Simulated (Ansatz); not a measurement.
Input file for Ansatz (a first-principles code):

Ansatz 0.2 input:
```yaml
crystal:
  lattice:
    - [0.0, 2.4381036635, 2.4381036635]
    - [2.4381036635, 0.0, 2.4381036635]
    - [2.4381036635, 2.4381036635, 0.0]
  atoms:
    - { symbol: Co, position: [0.0, 0.0, 0.0] }
    - { symbol: W, position: [0.5, 0.5, 0.5] }
kpoints:
  mp_grid: { grid: [11, 11, 11] }
  band_path:
    path:
      - [[0.0, 0.0, 0.0], [0.5, 0.0, 0.5], [0.625, 0.25, 0.625]]  # Γ-X-U
      - [[0.375, 0.375, 0.75], [0.0, 0.0, 0.0], [0.5, 0.5, 0.5], [0.5, 0.25, 0.75], [0.5, 0.0, 0.5]]  # K-Γ-L-W-X
    npoints: 12
basis: { xc_grid: 2 }
hamiltonian:
  xc: pbe
  pseudopotentials: { azcp: { folder: ./paw }, kind: paw_fr }
magnetization: { noncollinear: true, spin_orbit: true }
scf:
  n_extra_bands: 13
  convergence: { dr2_threshold: 0.0000000001 }
  occupations: { method: gaussian, width: 0.05 }
output: { eigenvalues: true }
```

Output (shortened):

```
Pseudopotential: Co, paw, valence charge 17
Pseudopotential: W, paw, valence charge 14
Functional definition: PBE
non-collinear run that drives no moment, with spin-orbit …
Crystal: 2 atoms, lattice volume = 28.986 Å³
Basis set: ecut = 420 eV, 537 PW (Γ), exchange–correlation on 48×48×48 points (8 copies of the dense FFT grid, shifted against one another)
Bands: 44, of which v1, the nominal top of the filled ones, is band 31 counted from 1 (30 counted from 0)
Symmetry: 48 space group operations + 48 with time reversal
k-points: 56 of 1331
Projection manifold: j_resolved (fully-relativistic pseudo-atomic orbitals)
SCF iter   1: F=—  HF=-15540.225333 eV  |F-HF|=—  |Δ(HF+E_count)|=         —  Δρ=3.73e-1  dr2=4.00e1  dr2_m=0.00e0 (ungated)  ethr=3.10e-3  |M|=0.00e0 ∫|m|=0.00e0 μB  |m|>n=0.0e0 m-floor=0.0e0 τ_xc=0.0e0  β_m=0.30  ⟨swp⟩=6.1  Hψ=5408  notcnv=0  defer=60
preconditioner: auto → Kerker (q_TF=auto, 2.759 Å⁻¹)
spin=Noncollinear: Kerker preconditioning applied to the charge; magnetization (m_x, m_y, m_z) channels mix plain (no charge-response kernel on spin).
SCF iter   2: F=—  HF=-15536.628690 eV  |F-HF|=—  |Δ(HF+E_count)|=    3.60e0  Δρ=1.78e-1  dr2=4.47e0  dr2_m=0.00e0 (ungated)  ethr=3.10e-3  |M|=0.00e0 ∫|m|=0.00e0 μB  |m|>n=0.0e0 m-floor=0.0e0 τ_xc=0.0e0  β_m=0.26  ⟨swp⟩=3.2  Hψ=2856  notcnv=0  defer=320
SCF iter   3: F=—  HF=-15535.817257 eV  |F-HF|=—  |Δ(HF+E_count)|=   8.11e-1  Δρ=6.74e-2  dr2=2.04e0  dr2_m=0.00e0 (ungated)  ethr=3.10e-3  |M|=0.00e0 ∫|m|=0.00e0 μB  |m|>n=0.0e0 m-floor=0.0e0 τ_xc=0.0e0  β_m=0.48  ⟨swp⟩=2.4  Hψ=2451  notcnv=0  defer=328
SCF iter   4: F=—  HF=-15535.433831 eV  |F-HF|=—  |Δ(HF+E_count)|=   3.83e-1  Δρ=9.48e-2  dr2=2.14e0  dr2_m=0.00e0 (ungated)  ethr=3.10e-3  |M|=0.00e0 ∫|m|=0.00e0 μB  |m|>n=0.0e0 m-floor=0.0e0 τ_xc=0.0e0  β_m=0.74  ⟨swp⟩=2.8  Hψ=2025  notcnv=0  defer=320
SCF iter   5: F=—  HF=-15535.345170 eV  |F-HF|=—  |Δ(HF+E_count)|=   8.87e-2  Δρ=4.49e-2  dr2=3.66e-1  dr2_m=0.00e0 (ungated)  ethr=3.10e-3  |M|=0.00e0 ∫|m|=0.00e0 μB  |m|>n=0.0e0 m-floor=0.0e0 τ_xc=0.0e0  β_m=0.81  ⟨swp⟩=1.8  Hψ=1456  notcnv=0  defer=324
SCF iter   6: F=—  HF=-15535.321232 eV  |F-HF|=—  |Δ(HF+E_count)|=   2.39e-2  Δρ=1.08e-2  dr2=4.63e-2  dr2_m=0.00e0 (ungated)  ethr=1.18e-3  |M|=0.00e0 ∫|m|=0.00e0 μB  |m|>n=0.0e0 m-floor=0.0e0 τ_xc=0.0e0  β_m=0.90  ⟨swp⟩=2.1  Hψ=1529  notcnv=0  defer=324
SCF iter   7: F=—  HF=-15535.316076 eV  |F-HF|=—  |Δ(HF+E_count)|=   5.16e-3  Δρ=6.82e-3  dr2=1.86e-2  dr2_m=0.00e0 (ungated)  ethr=1.49e-4  |M|=0.00e0 ∫|m|=0.00e0 μB  |m|>n=0.0e0 m-floor=0.0e0 τ_xc=0.0e0  β_m=0.95  ⟨swp⟩=1.9  Hψ=1347  notcnv=0  defer=320
SCF iter   8: F=—  HF=-15535.313321 eV  |F-HF|=—  |Δ(HF+E_count)|=   2.75e-3  Δρ=6.89e-4  dr2=1.22e-4  dr2_m=0.00e0 (ungated)  ethr=6.01e-5  |M|=0.00e0 ∫|m|=0.00e0 μB  |m|>n=0.0e0 m-floor=0.0e0 τ_xc=0.0e0  β_m=0.98  ⟨swp⟩=1.8  Hψ=1309  notcnv=0  defer=320
SCF iter  13: F=-15535.313281 eV  HF=-15535.313281 eV  |F-HF|=1.46e-11  |Δ(HF+E_count)|=  1.07e-10  Δρ=2.27e-7  dr2=1.69e-11  dr2_m=0.00e0 (ungated)  ethr=1.00e-12  |M|=0.00e0 ∫|m|=0.00e0 μB  |m|>n=0.0e0 m-floor=0.0e0 τ_xc=0.0e0  ⟨swp⟩=8.2  Hψ=4117  notcnv=0
SCF 1 converged in 13 iterations: F = -15535.313281 eV  dr2 = 1.69e-11
NSCF: frozen V_eff on 74 k-points
SCF converged after 13 iterations
Magnetization: |M| = 0.0000 μB,  M = (+0.0000, +0.0000, +0.0000) μB
Absolute magnetization: 0.0000 μB (∫|m|)
  site 0: m = (+0.0000, +0.0000, +0.0000) μB, |m| = 0.0000 μB  (R = 1.01 Å)
  site 1: m = (+0.0000, +0.0000, +0.0000) μB, |m| = 0.0000 μB  (R = 1.01 Å)
Free energy (F): -15535.313281 eV
Harris-Foulkes:  -15535.313281 eV  (|F-HF|=1.46e-11)
Internal energy: -15535.309602 eV  (E = F + TS)
E sigma→0 (E₀):  -15535.311442 eV
Entropy (-TS):   -0.003679 eV (-1.839 meV/atom)
Fermi energy:    19.189132 eV
--- Per-component energies (eV) ---
  E_band       = -375.711794
  E_kinetic    = 713.063215
  E_local      = -3723.402464  (includes V_loc(G=0)·N_el)
  E_nonlocal   = 406.970007
  E_hartree    = 1646.886052
  E_xc         = -358.987505
  E_vxc        = -348.862381  (∫ρ·V_xc dr)
  E_paw        = -10170.670597  (= ΣΔE_a)
  E_vpaw       = -717.252468  (= ΣTr[D̂ρ^β])
  E_aug_tail   = 0.000125  (compensation charges beyond the density's cutoff)
  E_ewald      = -4049.168435
  E_smearing   = -0.003679  (= −TS)
  E_closure    =  0.000000  (closes the sum)
  Σ components = -15535.313281   (vs F -15535.313281, Δ=0.00e0)
  [band-id]    e_kinetic+e_local+e_nonlocal+2·e_hartree+e_vxc+e_vpaw+e_augmentation_tail = -375.711863   (vs E_band -375.711794, Δ=-6.93e-5)
--- Band table (eV; the first three rows and the last of 56) ---
  k-point 0: bands = ["-76.0328", "-76.0328", "-55.1873", "-55.1873", "-40.5880", "-40.5880", "-38.7461", "-38.7461", "-38.7461", "-38.7461", "-26.5505", "-26.5505", "-16.7154", "-16.7154", "-16.7154", "-16.7154", "10.2194", "10.2194", "14.8541", "14.8541", …
  k-point 1: bands = ["-76.0327", "-76.0327", "-55.1869", "-55.1869", "-40.5880", "-40.5880", "-38.7464", "-38.7464", "-38.7462", "-38.7462", "-26.5540", "-26.5540", "-16.7294", "-16.7294", "-16.7195", "-16.7195", "10.4296", "10.4296", "14.9381", "14.9381", …
  k-point 2: bands = ["-76.0325", "-76.0325", "-55.1858", "-55.1858", "-40.5882", "-40.5882", "-38.7469", "-38.7469", "-38.7465", "-38.7465", "-26.5634", "-26.5634", "-16.7665", "-16.7665", "-16.7306", "-16.7306", "11.0357", "11.0357", "15.0839", "15.0839", …
  k-point 55: bands = ["-76.0318", "-76.0318", "-55.1789", "-55.1789", "-40.5916", "-40.5916", "-38.7547", "-38.7547", "-38.7495", "-38.7495", "-26.5962", "-26.5962", "-16.8576", "-16.8576", "-16.8247", "-16.8247", "14.7831", "14.7831", "15.0181", "15.0181", …
```

Cost: very roughly 15 core-seconds on shared cores.

Space group Fm-3m (rock salt). The start of the workflow was typed in or built on a structure type; neither database checked (COD, Materials Project) lists it. Whether it is the stable phase at ambient conditions was not checked. Symmetry was held in the PBE relaxation; its stability against distortions is not shown here. No spin polarisation was allowed. Its formation energy is positive at this level, so the cell may be metastable or incomplete.

Potentials: the earlier of the program's two PAW sets.

Ansatz is a plane-wave DFT program.
